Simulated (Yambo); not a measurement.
## Bethe-Salpeter results for KCl

```
KCl
1.0
    0.00000     3.03766     3.03766
    3.03766     0.00000     3.03766
    3.03766     3.03766     0.00000
Cl K
1 1
Direct
  0.50000   0.50000   0.50000
  0.00000   0.00000   0.00000
```

Cell and atoms were relaxed with LDA from Materials Project entry mp-23193, within its symmetry.

BSE in Yambo on norm-conserving LDA (Quantum ESPRESSO, 72 Ry, without SOC) bands: 8×8×8 mesh, 3 valence and 4 conduction bands, static screening with 30 bands and a 4 Ry block, scissor 3.30 eV, Tamm-Dancoff; field along x.

```csv
state,energy (eV),states within 2 meV,relative strength,class,main transitions
1,7.55,3,1.00,strong,several band pairs
2,8.06,3,0.26,strong,several band pairs
3,8.30,3,< 0.01,dark,several band pairs
4,8.35,2,< 0.01,dark,several band pairs
5,8.36,3,< 0.01,dark,several band pairs
6,8.40,3,< 0.01,dark,several band pairs
7,8.47,2,< 0.01,dark,several band pairs
8,8.47,3,< 0.01,dark,several band pairs
```

These are vertical excitations (zero momentum). The direct quasiparticle gap on this mesh is 8.42 eV; counted from there, state 1 is bound by 0.87 eV. On a 4×4×4 mesh the same difference is 1.13 eV, so it isn't converged.

States at or above the direct gap are the continuum as this mesh samples it, not bound excitons.

Spin singlets only. Strengths are relative to the strongest of the lowest states of this run; strong means a line over 3 % of the spectrum's maximum, dark under 0.03 %. Absolute energies carry the error of the G0W0 scissor, whose convergence isn't established.
